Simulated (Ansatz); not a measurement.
Bi2S3 — ³³S nuclear quadrupole resonance

Cell: a Materials Project structure (computed, not necessarily an observed phase), atoms as given.

```cif
data_Bi2S3
_symmetry_space_group_name_H-M 'Pnma'
_symmetry_Int_Tables_number 62
_cell_length_a 11.5936
_cell_length_b 3.9978
_cell_length_c 11.1606
_cell_angle_alpha 90.000
_cell_angle_beta 90.000
_cell_angle_gamma 90.000
loop_
_atom_site_label
_atom_site_type_symbol
_atom_site_symmetry_multiplicity
_atom_site_Wyckoff_symbol
_atom_site_fract_x
_atom_site_fract_y
_atom_site_fract_z
Bi1 Bi 4 c 0.0176 0.2500 0.3263
Bi5 Bi 4 c 0.1565 0.7500 0.0326
S9 S 4 c 0.4518 0.7500 0.3712
S13 S 4 c 0.1216 0.7500 0.4436
S17 S 4 c 0.7106 0.2500 0.3087
```

One atom of each set is listed.

All values are calculated (Ansatz; DFT, r2SCAN, plane waves and PAW, scalar-relativistic, 500 eV cutoff, Γ-centred 3×7×3 k-points, Fermi–Dirac smearing 0.02 eV), not measured.

³³S: I = 3/2, Q = -69.40 mb (year-2017 value). Static lattice, zero field.

**Question.** At which frequencies do the ³³S NQR lines lie?

**Answer.** For I = 3/2 there is one line, ν = (|C_Q|/2)(1 + η²/3)^½.

```
site  atoms  V_zz (10²¹ V/m²)  C_Q (MHz)     η  line frequencies (MHz)
  S9      4              5.31      -8.92  0.73                    4.84
 S13      4             -9.39       15.8  0.29                    7.99
 S17      4             -3.37       5.65  0.31                    2.87
```

At S9 V_zz points along its shortest bond, to Bi (within 6°). At S17 V_zz stands upright on the plane through its three neighbours (within 1°).

Without spin–orbit coupling the gradients at and beside Bi can be off by some per cent, at some sites by more.

The run took 3.4 min of wall time (5.3 min of CPU time) and 2.4 GiB at its peak, on 2 threads of Intel Xeon Processor @ 2.50GHz (Skylake/Cascade Lake) (x86_64; 62 cores open to the job, memory cap 5.0 GiB, no GPU), a shared host with a load of 0.9 a core.
